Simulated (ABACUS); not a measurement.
Set-up for a self-consistent single point of GePd (P1, 8 atoms in the cell; from Materials Project mp-1424, changed as shown).

```
CELL_PARAMETERS angstrom
      5.78357     0.00000     0.00000
      0.00000     3.54926     0.00000
      0.00000     0.00000     6.29615
ATOMIC_POSITIONS crystal
  Ge 0.80990 0.74462 0.56967
  Ge 0.17299 0.25072 0.42924
  Ge 0.69346 0.25387 0.07900
  Ge 0.31641 0.77247 0.92549
  Pd 0.99038 0.75111 0.19325
  Pd 0.00963 0.23713 0.80594
  Pd 0.50375 0.24835 0.68870
  Pd 0.50345 0.74173 0.30870
```

All values come from this method and carry its errors: LDA (PW92), numerical atomic orbitals TZDP (confined pseudo-atomic orbitals with Gaussian additions; energy shift 0.01 Ry), PseudoDojo 0.4 standard norm-conserving LDA (tails mended) pseudopotentials run with ABACUS 3.10.1.

ABACUS settings:

* **basis**: TZDP numerical atomic orbitals, energy shift 0.01 Ry
* **KPT**: Gamma 4 6 4 0 0 0
* **basis_type**: lcao
* **dft_functional**: PWLDA
* **ecutwfc**: 100 Ry
* **smearing_method**: fd
* **smearing_sigma**: 0.00734986 Ry
* **potentials**: PseudoDojo 0.4 standard norm-conserving LDA (tails mended)
* **symmetry**: 1
* **ks_solver**: genelpa
* **scf_nmax**: 100
* **scf_thr**: 1.0e-07
* **mixing_type**: pulay

Results:

```
Item                                                      Result
------------------------------------------------  --------------
Number of valence electrons                                  128
Number of bands                                               77
Number of k-points after the program's reduction              52
Size of the basis                                            312
Number of SCF iterations                                      14
Free energy E − TS                                -24405.9616 eV
Fermi level (on the code's own zero)                    16.37 eV
Pressure                                               -6.12 GPa
Largest force (vector length)                         0.730 eV/Å
```

Forces (eV/Å):
```tsv
atom	Fx	Fy	Fz
Ge1	0.149	0.009	0.704
Ge2	0.626	-0.009	-0.272
Ge3	-0.196	-0.165	-0.145
Ge4	-0.056	-0.516	-0.002
Pd5	0.495	0.019	-0.283
Pd6	-0.346	0.289	0.170
Pd7	0.012	0.206	0.018
Pd8	-0.685	0.166	-0.190
```

Stress (GPa, positive for compression):
```
-5.89  -0.05   0.09
-0.05  -6.38  -0.32
 0.09  -0.32  -6.08
```

For comparison: a first run was changed to give this one (atoms moved at random), and from it to this one the free energy rises by 15.0 meV/atom, the pressure goes from -6.72 to -6.12 GPa and the largest force goes from 0.106 to 0.730 eV/Å.

The atom-centred basis is finite, which shifts total energies, pressures and forces against plane waves. The structure comes from a collection of computed structures, made at another level of theory; the collection holds predicted forms beside known ones. No clean gap shows at this smearing width and mesh (spacing up to 0.30 Å⁻¹); the mesh is coarse for partly filled bands, so the values carry mesh errors.

Cost on one core: very roughly 2.2 core-minutes.

The atomic orbitals were generated for these runs; they are not ABACUS's published sets and were checked against plane waves on a few crystals only.

“Tails mended”: in these copies of the files the far tail of each local potential was reset to the Coulomb form.
